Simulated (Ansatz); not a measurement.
An Ansatz (a quantum-chemistry and plane-wave program) run. Input:

Ansatz 0.2 input:
```yaml
crystal:
  lattice:
    - [5.0284247468, 0.0, 0.0]
    - [0.0, 5.0284247468, 0.0]
    - [0.0, 0.0, 7.0105041506]
  atoms:
    - { symbol: Si, position: [0.2019705388, 0.2019705388, 0.0] }
    - { symbol: Si, position: [0.2980294612, 0.7019705388, 0.75] }
    - { symbol: Si, position: [0.7980294612, 0.7980294612, 0.5] }
    - { symbol: Si, position: [0.7019705388, 0.2980294612, 0.25] }
    - { symbol: O, position: [0.6018508143, 0.7395955546, 0.6782988968] }
    - { symbol: O, position: [0.7604044454, 0.1018508143, 0.4282988968] }
    - { symbol: O, position: [0.3981491857, 0.2604044454, 0.1782988968] }
    - { symbol: O, position: [0.2395955546, 0.8981491857, 0.9282988968] }
    - { symbol: O, position: [0.1018508143, 0.7604044454, 0.5717011032] }
    - { symbol: O, position: [0.2604044454, 0.3981491857, 0.8217011032] }
    - { symbol: O, position: [0.8981491857, 0.2395955546, 0.0717011032] }
    - { symbol: O, position: [0.7395955546, 0.6018508143, 0.3217011032] }
kpoints:
  mp_grid: { grid: [3, 3, 3] }
hamiltonian:
  xc: hse06
  pseudopotentials: { azcp: { folder: ./paw }, kind: paw }
scf:
  n_extra_bands: 12
  occupations: { method: fixed }
output:
  eigenvalues: true
  eigenstates:
    e_range: [-9.0, 16.4]
    kpoints:
      - [0.0, 0.0, 0.0]  # VBM
      - [0.0, 0.0, 0.0]  # CBM
      - [0.0, 0.0, 0.0]  # GAMMA
      - [0.0, 0.0, 0.5]  # Z
      - [0.5, 0.5, 0.0]  # M
      - [0.5, 0.5, 0.5]  # A
      - [0.0, 0.5, 0.5]  # R
      - [0.0, 0.5, 0.0]  # X
```

Output (shortened):

```
Pseudopotential: Si, paw, valence charge 4
Pseudopotential: O, paw, valence charge 6
Functional definition: HSE06
davidson cushion auto → on  (no smearing: the cushion is to keep the highest requested band from converging to the state above it …
Crystal: 12 atoms, lattice volume = 177.261 Å³
Basis set: ecut = 420 eV, 3491 PW (Γ)
Bands: 44, of which v1, the nominal top of the filled ones, is band 32 counted from 1 (31 counted from 0)
Symmetry: 8 space group operations
Space group: P43212 (ITA 96), of the structure as read, at distance tolerance 5.6e-5 Å
k-points: 6 of 27
SCF iter   1: F=—  HF=-7103.201569 eV  |F-HF|=—  |Δ(HF+E_count)|=         —  Δρ=1.25e-1  dr2=2.49e1  ethr=1.00e-1  ⟨swp⟩=5.0  Hψ=987  notcnv=0
preconditioner: auto → none
SCF iter   2: F=—  HF=-7097.165804 eV  |F-HF|=—  |Δ(HF+E_count)|=    6.04e0  Δρ=6.51e-2  dr2=3.20e0  ethr=3.90e-2  ⟨swp⟩=3.5  Hψ=778  notcnv=0
iter 3 solved again at ethr=4.82e-4 eV; its pass at ethr=5.01e-3 eV (dr2=3.09e-1 eV) is discarded
SCF iter   3: F=—  HF=-7096.382620 eV  |F-HF|=—  |Δ(HF+E_count)|=   7.83e-1  Δρ=2.04e-2  dr2=3.12e-1  ethr=4.82e-4  ⟨swp⟩=3.8  Hψ=1322  notcnv=0
SCF iter   4: F=—  HF=-7096.422329 eV  |F-HF|=—  |Δ(HF+E_count)|=   3.97e-2  Δρ=2.36e-3  dr2=6.47e-3  ethr=4.82e-4  ⟨swp⟩=3.5  Hψ=657  notcnv=0  defer=1
SCF iter   5: F=-7096.421096 eV  HF=-7096.421676 eV  |F-HF|=5.80e-4  |Δ(HF+E_count)|=   6.53e-4  Δρ=7.67e-4  dr2=1.08e-3  ethr=1.01e-5  ⟨swp⟩=4.8  Hψ=842  notcnv=0
SCF 1 stopped early in 5 iterations: F = -7096.421096 eV  dr2 = 1.08e-3
Crystal: 12 atoms, lattice volume = 177.261 Å³
Exchange kernel: α = 0.2500, screened, ω = 0.2079 Å⁻¹, Wigner–Seitz truncation, v(0) = 1034.2346 eV·Å³, q-mesh 3×3×3, nearest image of the exchange supercell L …
Frozen-core exchange: fock
SCF iter   1: F=—  HF=-7097.765707 eV  |F-HF|=—  |Δ(HF+E_count)|=         —  Δρ=6.60e-3  dr2=6.60e-2  ethr=1.69e-5  ⟨swp⟩=8.2  Hψ=1335  notcnv=0
preconditioner: auto → none
SCF iter   2: F=—  HF=-7097.742648 eV  |F-HF|=—  |Δ(HF+E_count)|=   2.31e-2  Δρ=1.89e-3  dr2=7.46e-3  ethr=1.69e-5  ⟨swp⟩=4.0  Hψ=836  notcnv=0
SCF iter   3: F=—  HF=-7097.760174 eV  |F-HF|=—  |Δ(HF+E_count)|=   1.75e-2  Δρ=6.97e-4  dr2=8.39e-4  ethr=8.56e-6  ⟨swp⟩=4.3  Hψ=878  notcnv=0
SCF iter   4: F=—  HF=-7097.759979 eV  |F-HF|=—  |Δ(HF+E_count)|=   1.95e-4  Δρ=1.12e-4  dr2=2.46e-5  ethr=1.18e-6  ⟨swp⟩=3.0  Hψ=623  notcnv=0
SCF iter   5: F=-7097.760189 eV  HF=-7097.760198 eV  |F-HF|=9.19e-6  |Δ(HF+E_count)|=   2.19e-4  Δρ=9.49e-5  dr2=1.23e-5  ethr=1.54e-8  ⟨swp⟩=7.2  Hψ=1160  notcnv=0  defer=4
SCF 2 stopped early in 5 iterations: F = -7097.760189 eV  dr2 = 1.23e-5
hybrid outer 1: dexx = +2.228e-2 eV, tail = 6.36e-5 eV
Crystal: 12 atoms, lattice volume = 177.261 Å³
Exchange kernel: α = 0.2500, screened, ω = 0.2079 Å⁻¹, Wigner–Seitz truncation, v(0) = 1034.2346 eV·Å³, q-mesh 3×3×3, nearest image of the exchange supercell L …
Frozen-core exchange: fock
SCF iter   1: F=—  HF=-7097.760440 eV  |F-HF|=—  |Δ(HF+E_count)|=         —  Δρ=5.95e-5  dr2=3.09e-6  ethr=4.97e-7  ⟨swp⟩=3.8  Hψ=611  notcnv=0
preconditioner: auto → none
iter 2 solved again at ethr=3.88e-10 eV; its pass at ethr=4.35e-9 eV (dr2=2.48e-7 eV) is discarded
SCF iter   2: F=—  HF=-7097.760441 eV  |F-HF|=—  |Δ(HF+E_count)|=   9.85e-7  Δρ=1.65e-5  dr2=3.20e-7  ethr=3.88e-10  ⟨swp⟩=2.0  Hψ=1649  notcnv=0
SCF iter   3: F=-7097.760441 eV  HF=-7097.760441 eV  |F-HF|=3.58e-8  |Δ(HF+E_count)|=   6.42e-7  Δρ=6.30e-6  dr2=5.57e-8  ethr=3.87e-10  ⟨swp⟩=6.7  Hψ=830  notcnv=0  defer=3
SCF 3 converged in 3 iterations: F = -7097.760441 eV  dr2 = 5.57e-8
hybrid outer 2: dexx = +6.833e-7 eV, tail = 1.25e-7 eV, Δε = 2.08e-3 eV (about 1.32e-4 eV left of the loop's levels)
NSCF: frozen V_eff on 8 k-points
hybrid SCF converged: 2 outer / 8 inner (+5 warm-up), last move |dexx| = 6.83e-7 eV, tail = 1.25e-7 eV
Stability not checked (fock_operator)
Free energy (F): -7097.760441 eV
Frozen-core exchange: fock
Harris-Foulkes:  -7097.760441 eV  (|F-HF|=3.58e-8)
Internal energy: -7097.760441 eV  (E = F + TS)
E sigma→0 (E₀):  -7097.760441 eV
Fermi energy:    -0.195383 eV
--- Per-component energies (eV) ---
  E_band       = -484.620410
  E_kinetic    = 1562.762212
  E_local      = -4547.626800  (includes V_loc(G=0)·N_el)
  E_nonlocal   = 494.646545
  E_hartree    = 1710.794742
  E_xc         = -646.646722
  E_vxc        = -741.565287  (∫ρ·V_xc dr)
  E_exx        = -184.082925  (= α·E_x^exact, valence–valence)
  E_paw        = -3332.437965  (= ΣΔE_a)
  E_vpaw       = -306.251569  (= ΣTr[D̂ρ^β])
  E_aug_tail   = 0.006610  (compensation charges beyond the density's cutoff)
  E_ewald      = -2154.726393
  E_core_change = -0.449744  (= ΣΔE_core)
  E_smearing   =  0.000000  (= −TS)
  E_closure    =  0.000000  (closes the sum)
  Σ components = -7097.760441   (vs F -7097.760441, Δ=0.00e0)
  [band-id]    e_kinetic+e_local+e_nonlocal+2·e_hartree+e_vxc+2·e_exx+e_vpaw+e_augmentation_tail = -484.604657   (vs E_band -484.620410, Δ=1.58e-2)
--- Band table (eV; the first three rows and the last of 6) ---
  k-point 0: bands = ["-21.1149", "-20.1875", "-20.1875", "-18.9997", "-18.9576", "-18.9567", "-18.9425", "-18.9425", "-10.1328", "-7.8924", "-7.8924", "-6.1940", "-6.0857", "-6.0857", "-5.5282", "-5.3657", "-3.2781", "-3.2394", "-3.2394", "-2.6530", …
  k-point 1: bands = ["-21.0000", "-20.6728", "-19.6410", "-19.1839", "-18.9538", "-18.9530", "-18.9471", "-18.9452", "-9.8087", "-8.9647", "-6.9361", "-6.3676", "-6.0056", "-5.9032", "-5.7193", "-5.5598", "-3.1968", "-3.1882", "-3.0129", "-2.5854", …
  k-point 2: bands = ["-20.8902", "-20.4204", "-19.9173", "-19.3028", "-19.0106", "-18.9989", "-18.9519", "-18.9450", "-9.5627", "-8.4688", "-7.2889", "-6.3913", "-5.9696", "-5.8426", "-5.6484", "-5.4538", "-3.5273", "-3.1038", "-3.0042", "-2.7338", …
  k-point 5: bands = ["-20.5913", "-20.4125", "-19.8972", "-19.6815", "-19.0078", "-19.0000", "-18.9967", "-18.9920", "-8.8593", "-8.4676", "-7.3489", "-7.0201", "-5.6392", "-5.5669", "-5.5363", "-5.4396", "-3.4941", "-3.2915", "-3.0364", "-2.9515", …
```

Cost: about 110 core-seconds (a rough figure) on shared cores.

The points marked VBM and CBM come from a semilocal run.

Space group P4_32_12. The first step of the workflow began from a Materials Project structure, measured or hypothetical; the Crystallography Open Database files this formula in space group No. 96, but the cells were not matched. It is not the phase usual at ambient conditions (space group No. 92, 152, 154). The PBEsol relaxation kept the symmetry of its start; whether a distortion lowers the energy is not shown.

Potentials: the earlier of the program's two PAW sets.

Ansatz is a plane-wave DFT program.
